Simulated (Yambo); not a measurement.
RbCl (rock salt, space group Fm-3m, No. 225); a = b = c = 4.5098 Å, α = β = γ = 60.00°. With the G0W0 scissor the direct gap on the mesh is 8.11 eV.

### Question
Can the lowest exciton of this BSE run be trusted, and with what binding energy? (Yambo, LDA bands; 6×6×6 mesh, 3 valence and 7 conduction bands, static screening with 32 bands and a 4 Ry block, scissor 3.26 eV, Tamm-Dancoff.)

### Answer
No. The lowest state covers only about 3 of the 216 k points, so the mesh doesn't resolve it: its energy and its distance from the direct gap are mesh artefacts. An extended exciton needs a far denser mesh. The scissor comes from a G0W0 run whose convergence isn't established. 

Geometry relaxed with LDA.
